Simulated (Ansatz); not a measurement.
Input file for Ansatz (a quantum-chemistry and plane-wave program):

Ansatz 0.2 input:
```yaml
crystal:
  lattice:
    - [5.241921247, 0.0, 0.0]
    - [-2.6209606235, 4.5396369645, 0.0]
    - [0.0, 0.0, 4.1869290683]
  atoms:
    - { symbol: Co, position: [0.5, 0.0, 0.0] }
    - { symbol: Co, position: [0.5, 0.5, 0.0] }
    - { symbol: Co, position: [0.0, 0.5, 0.0] }
    - { symbol: Sn, position: [0.0, 0.0, 0.0] }
    - { symbol: Sn, position: [0.3333333333, 0.6666666667, 0.5] }
    - { symbol: Sn, position: [0.6666666667, 0.3333333333, 0.5] }
kpoints:
  mp_grid: { grid: [13, 13, 14] }
hamiltonian:
  xc: r2scan
  pseudopotentials: { kind: paw }
scf:
  occupations: { method: fermi_dirac, width: 0.1 }
elastic: { mode: relaxed_ion, stencil: two_point, amplitude: 0.005, f_tol: 0.0005 }
```

Output (shortened):

```
Pseudopotential: Co, paw, valence charge 17
Pseudopotential: Sn, paw, valence charge 14
Functional definition: r2SCAN
Crystal: 6 atoms, lattice volume = 99.634 Å³
Basis set: ecut = 500 eV, 2583 PW (Γ), exchange–correlation on 160×160×128 points (64 copies of the dense FFT grid, shifted against one another)
Bands: 56, of which v1, the nominal top of the filled ones, is band 47 counted from 1 (46 counted from 0)
Symmetry: 24 space group operations
Space group: P6/mmm (ITA 191), of the structure as read, at distance tolerance 4.6e-5 Å
k-points: 168 of 2366
SCF 1 converged in 13 iterations: F = -33510.250194 eV  dr2 = 7.87e-15
Crystal: 6 atoms, lattice volume = 99.634 Å³
SCF 2 converged in 2 iterations: F = -33510.250194 eV  dr2 = 3.36e-15
Crystal: 6 atoms, lattice volume = 99.136 Å³
Basis set: ecut = 500 eV, 2551 PW (Γ), exchange–correlation on 160×160×128 points (64 copies of the dense FFT grid, shifted against one another)
Symmetry: 8 space group operations
k-points: 392 of 2366
SCF 3 converged in 15 iterations: F = -33510.248498 eV  dr2 = 3.71e-15
relax step   1: F+E_penalty+E_count = -33510.24849817 eV  Δ(F+E_penalty+E_count) = +0.000e0 eV  max|allowed force component| = 3.301e-2 eV/Å  Δτ_max = 0.0000 Å  (15 SCF iters, accepted)
Crystal: 6 atoms, lattice volume = 99.136 Å³
SCF 4 converged in 12 iterations: F = -33510.248530 eV  dr2 = 3.28e-14
relax step   2: F+E_penalty+E_count = -33510.24853005 eV  Δ(F+E_penalty+E_count) = -3.188e-5 eV  max|allowed force component| = 2.613e-2 eV/Å  Δτ_max = 0.0045 Å  (12 SCF iters, accepted)
Crystal: 6 atoms, lattice volume = 99.136 Å³
SCF 5 converged in 11 iterations: F = -33510.248582 eV  dr2 = 4.53e-14
relax step   3: F+E_penalty+E_count = -33510.24858220 eV  Δ(F+E_penalty+E_count) = -5.216e-5 eV  max|allowed force component| = 1.049e-4 eV/Å  Δτ_max = 0.0020 Å  (11 SCF iters, accepted)
Crystal: 6 atoms, lattice volume = 99.136 Å³
SCF 6 converged in 3 iterations: F = -33510.248582 eV  dr2 = 2.33e-15
Crystal: 6 atoms, lattice volume = 100.132 Å³
Basis set: ecut = 500 eV, 2591 PW (Γ), exchange–correlation on 160×160×128 points (64 copies of the dense FFT grid, shifted against one another)
SCF 7 converged in 15 iterations: F = -33510.247866 eV  dr2 = 7.02e-15
relax step   1: F+E_penalty+E_count = -33510.24786567 eV  Δ(F+E_penalty+E_count) = +0.000e0 eV  max|allowed force component| = 3.149e-2 eV/Å  Δτ_max = 0.0000 Å  (15 SCF iters, accepted)
Crystal: 6 atoms, lattice volume = 100.132 Å³
SCF 8 converged in 12 iterations: F = -33510.247944 eV  dr2 = 1.33e-14
relax step   2: F+E_penalty+E_count = -33510.24794391 eV  Δ(F+E_penalty+E_count) = -7.824e-5 eV  max|allowed force component| = 1.038e-3 eV/Å  Δτ_max = 0.0024 Å  (12 SCF iters, accepted)
Crystal: 6 atoms, lattice volume = 100.132 Å³
SCF 9 converged in 8 iterations: F = -33510.247944 eV  dr2 = 1.11e-14
relax step   3: F+E_penalty+E_count = -33510.24794399 eV  Δ(F+E_penalty+E_count) = -8.562e-8 eV  max|allowed force component| = 4.193e-6 eV/Å  Δτ_max = 0.0001 Å  (8 SCF iters, accepted)
Crystal: 6 atoms, lattice volume = 100.132 Å³
SCF 10 converged in 2 iterations: F = -33510.247944 eV  dr2 = 1.46e-14
Crystal: 6 atoms, lattice volume = 99.136 Å³
Basis set: ecut = 500 eV, 2559 PW (Γ), exchange–correlation on 160×160×128 points (64 copies of the dense FFT grid, shifted against one another)
SCF 11 converged in 12 iterations: F = -33510.246393 eV  dr2 = 4.58e-14
Crystal: 6 atoms, lattice volume = 100.132 Å³
SCF 12 converged in 10 iterations: F = -33510.249607 eV  dr2 = 2.24e-14
Crystal: 6 atoms, lattice volume = 99.633 Å³
Basis set: ecut = 500 eV, 2575 PW (Γ), exchange–correlation on 160×160×128 points (64 copies of the dense FFT grid, shifted against one another)
Symmetry: 4 space group operations
k-points: 644 of 2366
SCF 13 converged in 13 iterations: F = -33510.249583 eV  dr2 = 6.04e-15
relax step   1: F+E_penalty+E_count = -33510.24958276 eV  Δ(F+E_penalty+E_count) = +0.000e0 eV  max|allowed force component| = 2.129e-4 eV/Å  Δτ_max = 0.0000 Å  (13 SCF iters, accepted)
Crystal: 6 atoms, lattice volume = 99.633 Å³
SCF 14 converged in 2 iterations: F = -33510.249583 eV  dr2 = 1.02e-14
Crystal: 6 atoms, lattice volume = 99.633 Å³
SCF 15 converged in 13 iterations: F = -33510.249583 eV  dr2 = 5.95e-15
relax step   1: F+E_penalty+E_count = -33510.24958276 eV  Δ(F+E_penalty+E_count) = +0.000e0 eV  max|allowed force component| = 2.129e-4 eV/Å  Δτ_max = 0.0000 Å  (13 SCF iters, accepted)
Crystal: 6 atoms, lattice volume = 99.633 Å³
SCF 16 converged in 2 iterations: F = -33510.249583 eV  dr2 = 1.04e-14
SCF converged after 2 iterations
Free energy (F): -33510.250194 eV
Harris-Foulkes:  -33510.250194 eV  (|F-HF|=1.46e-11)
Internal energy: -33510.139478 eV  (E = F + TS)
E sigma→0 (E₀):  -33510.194836 eV
Entropy (-TS):   -0.110716 eV (-18.453 meV/atom)
Fermi energy:    15.117918 eV
--- Per-component energies (eV) ---
  E_band       = -1039.177675
  E_kinetic    = 1936.755934
  E_local      = -13291.162213  (includes V_loc(G=0)·N_el)
  E_nonlocal   = 1289.027396
  E_hartree    = 6308.753438
  E_xc         = -1596.893353
  E_vxc        = -1004.662861  (∫ρ·V_xc dr)
  E_paw        = -17070.462945  (= ΣΔE_a)
  E_vpaw       = -2650.914810  (= ΣTr[D̂ρ^β])
  E_aug_tail   = 0.000108  (compensation charges beyond the density's cutoff)
  E_vtau       = 64.271893  (kinetic-family band-sum trace: ∫τ·v_τ [+ j·A + Jᵃ·Aᵃ] dr)
  E_ewald      = -11087.478184
  E_core_change = 1.320341  (= ΣΔE_core)
  E_smearing   = -0.110716  (= −TS)
  E_closure    = 0.000000  (closes the sum)
  Σ components = -33510.250194   (vs F -33510.250194, Δ=0.00e0)
--- Forces (eV/Å), atoms counted from 1 ---
  atom   1  Co     0.00000000     0.00000000     0.00000000
  atom   2  Co     0.00000000     0.00000000     0.00000000
  atom   3  Co     0.00000000     0.00000000     0.00000000
  atom   4  Sn     0.00000000     0.00000000     0.00000000
  atom   5  Sn     0.00000000     0.00000000     0.00000000
  atom   6  Sn     0.00000000     0.00000000     0.00000000
  max |Σ_I F_I| component: 4.63e-18 eV/Å
--- Stress (GPa, compression-positive) ---
       -0.110698       0.000000       0.000000
        0.000000      -0.110698       0.000000
        0.000000       0.000000       0.507711
  P = ⅓ Tr σ = 0.0954 GPa (0.954 kbar)
--- Band table (eV; the first three rows and the last of 168) ---
  k-point 0: bands = ["-82.7598", "-82.7454", "-82.7454", "-44.7058", "-44.6616", "-44.6459", "-44.6459", "-44.6381", "-44.6381", "-44.5630", "-44.5578", "-44.5578", "-7.2241", "-7.1040", "-7.1040", "-7.0474", "-7.0474", "-6.9640", "-6.9454", "-6.9454", …
  k-point 1: bands = ["-82.7598", "-82.7454", "-82.7454", "-44.7058", "-44.6617", "-44.6459", "-44.6459", "-44.6381", "-44.6381", "-44.5630", "-44.5578", "-44.5578", "-7.2231", "-7.1045", "-7.1045", "-7.0471", "-7.0471", "-6.9624", "-6.9555", "-6.9555", …
  k-point 2: bands = ["-82.7598", "-82.7454", "-82.7454", "-44.7057", "-44.6618", "-44.6459", "-44.6459", "-44.6381", "-44.6381", "-44.5630", "-44.5578", "-44.5578", "-7.2205", "-7.1061", "-7.1061", "-7.0463", "-7.0463", "-6.9696", "-6.9696", "-6.9579", …
  k-point 167: bands = ["-82.7532", "-82.7518", "-82.7454", "-44.6550", "-44.6544", "-44.6534", "-44.6458", "-44.6436", "-44.6148", "-44.5892", "-44.5810", "-44.5784", "-7.1990", "-7.1480", "-7.1046", "-7.1009", "-7.0332", "-7.0155", "-6.9857", "-6.9397", …
--- Elastic constants: 3 strain directions × 2 members + reference (group order 24) ---
  dense FFT box of the reference and of every strained cell: 40×40×32
  strains applied: 11, 33, 23; error gains …
  C = ∂σ_k/∂η_j (tension-positive GPa; Voigt order 11 22 33 23 13 12):
       248.213    107.711     73.378      0.000      0.000      0.000
       107.711    248.213     73.378      0.000      0.000      0.000
        73.985     73.985    282.380      0.000      0.000      0.000
         0.000      0.000      0.000     78.441      0.000      0.000
         0.000      0.000      0.000      0.000     78.441      0.000
         0.000      0.000      0.000      0.000      0.000     70.251
  reference stress σ⁰ (GPa):      0.111      0.111     -0.508      0.000      0.000      0.000
  moduli (Voigt/Reuss/Hill, GPa): K = 143.22/143.22/143.22   G = 80.34/78.68/79.51   E = 201.28   ν = 0.266
  mechanically stable: yes (min eigenvalue of sym C = 70.25 GPa)
  strain η (Voigt 11):  stress-route row diagonal C_11 = 248.21 GPa, energy-path curvature d²(F+E_count+ΔE)/dδ²/Ω₀ = 248.19 GPa
         δ    σ_11 (GPa)             F (eV)   n_scf  n_hpsi   n_pw
    -5.000e-3      -1.1554      -33510.2485822       3  243170   2551   relax 3 steps, max|allowed force component| 1.05e-4 eV/Å
     5.000e-3       1.3268      -33510.2479440       2  175097   2591   relax 3 steps, max|allowed force component| 4.19e-6 eV/Å
  strain η (Voigt 33):  stress-route row diagonal C_33 = 282.38 GPa, energy-path curvature d²(F+E_count+ΔE)/dδ²/Ω₀ = 282.36 GPa
         δ    σ_33 (GPa)             F (eV)   n_scf  n_hpsi   n_pw
    -5.000e-3      -1.9468      -33510.2463930      12  195543   2559   relax 0 steps, max|allowed force component| 3.70e-17 eV/Å
     5.000e-3       0.8770      -33510.2496073      10  188855   2589   relax 0 steps, max|allowed force component| 9.25e-17 eV/Å
  strain η (Voigt 23):  stress-route row diagonal C_44 = 78.44 GPa, energy-path curvature d²(F+E_count+ΔE)/dδ²/Ω₀ = 78.55 GPa
         δ    σ_23 (GPa)             F (eV)   n_scf  n_hpsi   n_pw
    -5.000e-3      -0.3922      -33510.2495828       2  287112   2575   relax 1 steps, max|allowed force component| 2.13e-4 eV/Å
     5.000e-3       0.3922      -33510.2495828       2  287013   2575   relax 1 steps, max|allowed force component| 2.13e-4 eV/Å
```

Cost: around 50 core-minutes (rough) on shared cores.

The cell was relaxed with r²SCAN under the symmetry of its start; of distortions, only those at the zone centre were tested. No spin polarisation was allowed. As this level gives no gap, shear constants depend on the k-mesh and smearing (Fermi–Dirac, 0.1 eV here). Axis ratios of metals converge slowly with the k-mesh, so a and c are less sure than the volume. On the denser mesh and wider smearing of the elastic run this cell carries a stress of 0.5 GPa. Spin–orbit coupling is left out wherever it is not named.

Potentials: the later of the program's two PAW sets.

Ansatz is a plane-wave DFT program.
